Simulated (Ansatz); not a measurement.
# What a change of settings does: SbOs (CsCl type)

First run: DFT, PBE, all-electron LAPW, scalar-relativistic (Ansatz 0.2.0).

Command: `ansatz run input.yaml --threads 1 --pin off --max-ram 2048MiB --backend cpu --events-out ev --progress --plain --runs-dir out` It took 50 s on 1 thread of Arm Neoverse V2 (shared host), peak memory 0.53 GiB.

```yaml
crystal:
  lattice:
    - [2.8949137265, 0.0, 0.0]
    - [0.0, 2.8949137265, 0.0]
    - [0.0, 0.0, 2.8949137265]
  atoms:
    - { symbol: Os, position: [0.0, 0.0, 0.0] }
    - { symbol: Sb, position: [0.5, 0.5, 0.5] }
kpoints:
  mp_grid: { grid: [12, 12, 12] }
  band_path:
    path:
      - [0.0, 0.0, 0.0]
      - [0.0, 0.5, 0.0]
      - [0.5, 0.5, 0.0]
      - [0.0, 0.0, 0.0]
      - [0.5, 0.5, 0.5]
      - [0.0, 0.5, 0.0]
      - [0.5, 0.5, 0.5]
      - [0.5, 0.5, 0.0]
    npoints: 8
scf:
  occupations: { method: fermi_dirac, width: 0.05 }
hamiltonian:
  xc: pbe
  pseudopotentials: { kind: all_electron, lapw: { basis_error: 0.001 } }
output:
  forces: true
  stress: true
  eigenvalues: true
  populations: true
  dos: { projected: true, de: 0.2, e_range: [-14, 8] }
```

The cell comes from a relaxation on PAW files under the same functional, begun from a prototype that needn't be the stable phase.

This run: volume at 0.68 of the series' base cell.

It converges in 10 SCF iterations at a pressure of 179.9 GPa.

The input is then changed:

```diff
   populations: true
-  dos: { projected: true, de: 0.2, e_range: [-14, 8] }
+basis:
+  xc_grid: 4
```

Question: What does the second run give?

Answer: It converges in 10 SCF iterations at a pressure of 179.9 GPa, free energy 0.0 meV/atom against the first run's.
